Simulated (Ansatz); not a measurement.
How the vibrations of MgAl₂C₂ change with volume

Method: Ansatz 0.2.0, DFT LDA, scalar-relativistic, plane waves, PAW. Plane waves to 420 eV; Γ-centred k mesh 12×12×6; fixed occupations. No spin polarisation. Phonons by linear response, acoustic sum rule imposed.

Equilibrium structure at this level:
```xyz
5
Lattice="3.3470 0.0000 0.0000 -1.6735 2.8986 0.0000 0.0000 0.0000 5.7051" Properties=species:S:1:pos:R:3 pbc="T T T"
Mg    0.0000    0.0000    0.0000
Al    0.0000    1.9324    1.9940
Al    1.6735    0.9662    3.7112
C     0.0000    1.9324    4.1709
C     1.6735    0.9662    1.5342
```

Cells at 0.98 and 1.02 times the equilibrium volume were relaxed in shape and atoms; γ = −d ln ν / d ln V, modes matched by rank.

Question: Give the optical frequencies at Γ without the LO field (cm⁻¹) at the three volumes and the mode Grüneisen parameters.

Answer:
```tsv
0.98 V	V	1.02 V	γ	degeneracy
238	225	212	2.97	2
314	295	276	3.16	1
316	309	303	1.04	2
401	390	378	1.45	1
497	490	483	0.70	1
594	583	572	0.95	1
675	659	644	1.16	2
678	663	649	1.09	2
```

Question: What pressures hold the two strained cells, and what bulk modulus follows?

Answer: 2.99 GPa at 0.98 V and -2.71 GPa at 1.02 V, so B = −dP/d ln V ≈ 142 GPa.

Question: How does the gap respond?

Answer: It is 1.80, 1.78 and 1.77 eV at 0.98, 1 and 1.02 V: dE_g/d ln V = -0.7 eV.

Question: And the dielectric constants (a third of the trace)?

Answer: ε∞: 7.77, 7.86, 7.95; ε0: 19.7, 20.9, 22.3, in order of rising volume.

Cost: 6 runs of about 14 core-minutes in all, on Arm Neoverse V2 (shared hosts).